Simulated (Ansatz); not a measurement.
The relaxed structure here is a generated cell of AlOs: the first start was made by placing the elements on the sites of a structure type, and the end was not matched to a known phase here, so it may be hypothetical.

A relaxed cell of AlOs (Fm-3m (No. 225)), relaxed on a k-mesh at least as fine as the one used below. Level of theory: PBEsol (plane waves to 420 eV, PAW, scalar-relativistic; Ansatz, a first-principles code). Γ-centred k-mesh 11×11×6 on the run's cell (coarser than for final values), Fermi–Dirac smearing 0.05 eV.

```
CELL_PARAMETERS angstrom
      0.00000     2.49570     2.49570
      2.49570     0.00000     2.49570
      4.99141     4.99141     0.00000
ATOMIC_POSITIONS crystal
  Os 0.00000 0.00000 0.00000
  Os 0.00000 0.00000 0.50000
  Al 0.50000 0.50000 0.25000
  Al 0.50000 0.50000 0.75000
```

The atoms are displaced by (Å):

| atom | ux | uy | uz |
|---|---|---|---|
| Os1 | -0.065 | -0.051 | 0.078 |
| Os2 | -0.084 | 0.086 | 0.024 |
| Al3 | 0.015 | -0.142 | -0.113 |
| Al4 | 0.089 | -0.026 | -0.067 |

Question: What forces (eV/Å) and pressure result?

Answer: 
```
atom     Fx     Fy     Fz
----  -----  -----  -----
Os1    1.35  -0.78  -1.29
Os2    0.92  -0.84  -1.29
Al3   -0.82   0.96   1.38
Al4   -1.45   0.66   1.19
```

Pressure +3.9 GPa.

Question: Estimate the energy cost of the displacement in the harmonic approximation and compare with the calculation.

Answer: For a harmonic well ΔE = −½ Σ F·u = 0.431 eV a cell, or 108 meV/atom. The calculated energy relative to the undisplaced cell is +0.11 eV/atom, so the harmonic estimate holds well.

The undisplaced cell is probably no minimum: from this displacement the run went on to Pm-3m (No. 221), 1.20 eV/atom below it.

No spin polarisation in the result. A magnetic state may lie lower.
